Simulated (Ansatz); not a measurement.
## All-electron DFT: S2O

System: artificial S2O built from a small cell holding one bonded unit and then distorted.

PBE, all-electron LAPW in Ansatz, scalar relativity, no spin–orbit coupling, point nucleus. Coarse mesh: 2×2×2 (shift 0.5, 0.5, 0.5 mesh steps), σ = 0.15 eV (Fermi–Dirac). For a metal, stress, forces and moments on so few k-points can be far from the converged ones. No spin polarisation. Holes or spare electrons on the non-metal atoms can carry spin, which this run forbids. Labels count atoms in the order given.

Extended XYZ with forces in eV/Å (energy in eV, pressure in GPa):

```xyz
3
Lattice="-0.1947 4.2015 4.1337 4.0308 -0.0727 4.0116 3.9029 3.9514 0.0553" Properties=species:S:1:pos:R:3:forces:R:3 pbc="T T T" free_energy=-23769.4456 pressure=-1.60
O     1.5633    4.5355    3.1409    0.3214    0.1662    0.1941
S     0.8261    5.8679    2.5739    0.0275   -0.3754   -0.1606
S     1.8557    2.9784    3.4573   -0.3489    0.2092   -0.0335
```

Stress (GPa; xx, yy, zz, yz, xz, xy; compression positive): -1.04, -2.21, -1.54, 0.94, 0.47, 0.88.

Q: What does r2SCAN by all-electron PAW datasets generated for the cell without frozen cores, scalar-relativistic, point nucleus give for this geometry?

A: Compared with PBE, the pressure falls by 0.75 GPa to -2.35 GPa, and the forces move by 0.397 eV/Å (r.m.s. over the atoms).

```tsv
atom	Fx (eV/Å)	Fy (eV/Å)	Fz (eV/Å)
O1	0.225	0.109	0.150
S2	0.233	-0.776	-0.013
S3	-0.458	0.668	-0.137
```

Q: Switch to LDA (PW92) by all-electron full-potential LAPW, scalar-relativistic, point nucleus, all else held.

A: Against PBE, the pressure drops by 1.34 GPa to -2.94 GPa, and the forces move by 0.493 eV/Å (r.m.s. over the atoms).

| atom | Fx (eV/Å) | Fy (eV/Å) | Fz (eV/Å) |
| --- | --- | --- | --- |
| O1 | 0.119 | 0.041 | 0.078 |
| S2 | 0.301 | -0.835 | -0.004 |
| S3 | -0.420 | 0.794 | -0.074 |
